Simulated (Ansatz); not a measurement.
Space group R-3m:H (No. 166). a = 3.073 Å, b = 3.073 Å, c = 7.421 Å, α = 90.00°, β = 90.00°, γ = 120.00°
| atom | site | symmetry | x | y | z |
| --- | --- | --- | --- | --- | --- |
| Co | 3a | -3m | 0.0000 | 0.0000 | 0.0000 |
| O | 3b | -3m | 0.3333 | 0.6667 | 0.1667 |

Equation of state of this CoO structure (not necessarily the ground state), with shape and atoms relaxed at each volume where symmetry leaves them free. Computed with Ansatz, DFT PBE+U, scalar-relativistic, plane waves, PAW.

Cutoff 420 eV; k points 12×12×12 on the computed 2-atom cell (Γ-centred); Gaussian smearing, width 0.02 eV; U_eff Co 3.32 eV on the d shells (Löwdin-orthogonalised atomic orbitals); collinear spin.

```
V (Å³/atom) E − E(largest V) (meV/atom) P (GPa) gap on mesh (eV)
      8.904                        52.48    28.79              0.94
      9.207                         6.77    19.73              1.09
      9.511                       -23.14    12.05              1.23
      9.814                       -39.63     5.55              1.28
     10.118                       -44.79     0.03              1.17
     10.421                       -40.29    -4.66              1.06
     10.725                       -27.59    -8.64              0.96
     11.129                         0.00   -13.03              0.84
```

**Question.** Fit a third-order Birch–Murnaghan equation to E(V).

**Answer.** V0 = 10.12 Å³/atom, B0 = 169 GPa, B0' = 4.4.

The state reached may not be the lowest one. The cell holds one magnetic atom, so it can only be ferromagnetic; an antiferromagnetic order may lie lower.